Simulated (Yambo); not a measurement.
G0W0@LDA for VZn₂N₃ (space group Cmc2_1, No. 36) in Yambo. Reference settings: 2×2×2 Γ-centred k mesh, bands 19 to 243 and a 7 Ry block in the screening, 243 bands in G with the Bruneval-Gonze terminator, plasmon pole fitted at 27.2 eV. The LDA gap (-0.5, -0.5, 0) → (-0.5, -0.5, 0) on this mesh is 1.35 eV; G0W0 gaps are taken between the same points.

The settings were changed. The gap went from 2.57 eV to 2.57 eV, and the shift of the valence edge from -0.17 eV to -0.10 eV.

### Question
What was changed between the two runs?
A. 119 bands in G, no terminator
B. 119 bands in W, 119 bands in G
C. no terminator
D. 173 bands in W, 173 bands in G

### Answer
D, 173 bands in W, 173 bands in G. The others gave (gap, valence shift): 119 bands in G, no terminator: 2.58, 0.55 eV; 119 bands in W, 119 bands in G: 2.57, 0.02 eV; no terminator: 2.66, 0.05 eV.

Geometry of the Materials Project entry, not relaxed at this level; primitive cell a = b = 5.503 Å, c = 5.240 Å, α = β = 90.00°, γ = 60.71°.

The structure is a Materials Project entry; no match was found in the copy of COD used, and its stability was not checked.

The runs are not spin-polarised; magnetic order was not tried.

A shift is the quasiparticle energy of the state minus its LDA energy.
